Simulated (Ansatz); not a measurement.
Si:
```cif
data_Si136
_chemical_formula_sum 'Si136'
_space_group_name_H-M_alt 'Fd-3m :1'
_space_group_IT_number 227
_space_group_name_Hall 'F 4d 2 3 -1d'
_cell_length_a 14.68780
_cell_length_b 14.68780
_cell_length_c 14.68780
_cell_angle_alpha 90.000
_cell_angle_beta 90.000
_cell_angle_gamma 90.000
loop_
_atom_site_label
_atom_site_type_symbol
_atom_site_symmetry_multiplicity
_atom_site_Wyckoff_symbol
_atom_site_fract_x
_atom_site_fract_y
_atom_site_fract_z
_atom_site_occupancy
Si1 Si 8 a 0.00000 0.00000 0.00000 1
Si2 Si 32 e 0.36049 0.36049 0.36049 1
Si3 Si 96 g 0.05880 0.05880 0.25324 1
```
(The calculation used a cell of 34 atoms; values per cell refer to that cell.)

Relaxed with r²SCAN. 

Task: HSE06 on this cell (Ansatz, a quantum-chemistry and plane-wave program, PAW) gives a gap of 1.14 eV. What does r²SCAN give?

Result: 0.78 eV.

Cost on shared cores: the r²SCAN run (SCF on a 4×4×4 mesh, then bands and DOS) very roughly 14 core-minutes, the HSE06 run (SCF on 2×2×2, then a few points) roughly 25 core-minutes; the tasks are unlike.

The workflow started from a Materials Project entry (that database holds measured and hypothetical structures alike). Its sites differ from those of the usual phase in this space group: another stacking or structure type. The cell was relaxed with r²SCAN under the symmetry of its start; whether a distortion lowers the energy is not shown.

Potentials: the later of the program's two PAW sets.

Ansatz is a plane-wave DFT program.
